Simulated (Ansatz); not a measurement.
Al2ZnS4:
```yaml
crystal:
  lattice:
    - [0.00000, 4.98708, 4.98708]
    - [4.98708, 0.00000, 4.98708]
    - [4.98708, 4.98708, 0.00000]
  atoms:
    - { symbol: Al, position: [0.62500, 0.62500, 0.12500] }
    - { symbol: Al, position: [0.62500, 0.12500, 0.62500] }
    - { symbol: Al, position: [0.62500, 0.62500, 0.62500] }
    - { symbol: Al, position: [0.12500, 0.62500, 0.62500] }
    - { symbol: Zn, position: [0.25000, 0.25000, 0.25000] }
    - { symbol: Zn, position: [0.00000, 0.00000, 0.00000] }
    - { symbol: S, position: [0.84779, 0.38407, 0.38407] }
    - { symbol: S, position: [0.86593, 0.86593, 0.40221] }
    - { symbol: S, position: [0.38407, 0.84779, 0.38407] }
    - { symbol: S, position: [0.86593, 0.86593, 0.86593] }
    - { symbol: S, position: [0.38407, 0.38407, 0.38407] }
    - { symbol: S, position: [0.86593, 0.40221, 0.86593] }
    - { symbol: S, position: [0.38407, 0.38407, 0.84779] }
    - { symbol: S, position: [0.40221, 0.86593, 0.86593] }
```

Cartesian axes are those of the cell as given.

Problem. Give the high-frequency dielectric tensor and the Born effective charge tensors of the independent atoms from DFPT, DFT-PBEsol in the program Ansatz with PAW potentials.

Solution. 
ε∞:
```
6.54  0.00  0.00
0.00  6.54  0.00
0.00  0.00  6.54
```
Z* of atom 1 (Al), rows: field, columns: displacement, in e:
```
 3.02   0.32  -0.32
 0.32   3.02  -0.32
-0.32  -0.32   3.02
```
Z* of atom 5 (Zn), rows: field, columns: displacement, in e:
```
2.18  0.00  0.00
0.00  2.18  0.00
0.00  0.00  2.18
```
Z* of atom 7 (S), rows: field, columns: displacement, in e:
```
-2.06   0.22   0.22
 0.22  -2.06  -0.22
 0.22  -0.22  -2.06
```

Static charges for comparison (Bader): Al1 +2.29, Zn5 +0.88, S7 -1.36 e. Born charges measure polarisation by displacement and can exceed these by far.

Space group Fd-3m (spinel). The workflow started from a Materials Project entry (that database holds measured and hypothetical structures alike); the Crystallography Open Database files this formula in space group No. 227, but the cells were not matched. Its standing as an ambient phase is unchecked. The PBEsol relaxation kept the symmetry of its start; its stability against distortions is not shown here.

Potentials: the later of the program's two PAW sets.
